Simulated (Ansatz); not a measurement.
Space group I4/mmm (No. 139). a = 4.020 Å, b = 4.020 Å, c = 12.500 Å, α = 90.00°, β = 90.00°, γ = 90.00°
```tsv
atom	site	symmetry	x	y	z
K	2a	4/mmm	0.0000	0.0000	0.0000
P	4e	4mm	0.0000	0.0000	0.3390
Ru	4d	-4m2	0.0000	0.5000	0.2500
```

Equation of state of this KP2Ru2 structure (not necessarily the ground state), with shape and atoms relaxed at each volume where symmetry leaves them free. It has no gap at any of these volumes. All numbers below come from DFT r2SCAN, scalar-relativistic, plane waves, PAW in Ansatz 0.2.0.

Cutoff 500 eV; k points 12×12×12 on the computed 5-atom cell (Γ-centred); Gaussian smearing, width 0.10 eV; no spin polarisation.

```
V (Å³/atom) E − E(largest V) (meV/atom) P (GPa)
     17.778                        21.78     6.47
     18.384                         1.19     4.53
     18.990                       -12.48     2.85
     19.596                       -20.19     1.35
     20.203                       -22.63    -0.01
     20.809                       -20.37    -1.15
     21.415                       -13.99    -2.17
     22.223                         0.00    -3.30
```

Fit a third-order Birch–Murnaghan equation to E(V).

V0 = 20.20 Å³/atom, B0 = 41 GPa, B0' = 3.2.

Cost: 8 runs of about 15 core-minutes in all, on Intel Xeon 6975P-C (Granite Rapids) (shared hosts).